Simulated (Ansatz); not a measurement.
Cr (bcc (W type), Im-3m) at seven volumes, DFT-PBE+D3(BJ) in the program Ansatz with PAW potentials, scaled uniformly. One row is withheld.

```
V (Å³/atom)  P (GPa)
-----------  -------
10.338         27.49
10.679         15.68
11.019          6.95
11.360          0.02
11.701             ?
12.042        -10.56
12.383        -14.13
```

### Question
Fit the shown pressures and predict the withheld one.

### Answer
P = (3/2)B₀(x^(7/2) − x^(5/2))[1 + (3/4)(B′ − 4)(x − 1)] with x = (V₀/V)^(2/3). Least squares on the six rows gives V₀ = 11.347 Å³/atom, B₀ = 216 GPa, B′ = 6.64. At V = 11.701, x = 0.9797 and P = -5.99 GPa. The run itself gave -5.87 GPa.

Symmetry was held in the PBE+D3(BJ) relaxation, as lowered by the spin order. Spin order of the final state: antiferromagnetic, chosen from 3 collinear starts compared on coarse meshes (ties went to the first, and starts can fall back to one state), not a proven ground state. Textbook magnetic order: a spin-density-wave antiferromagnet. The pairwise dispersion correction was not fitted to metals.

Potentials: the later of the program's two PAW sets.
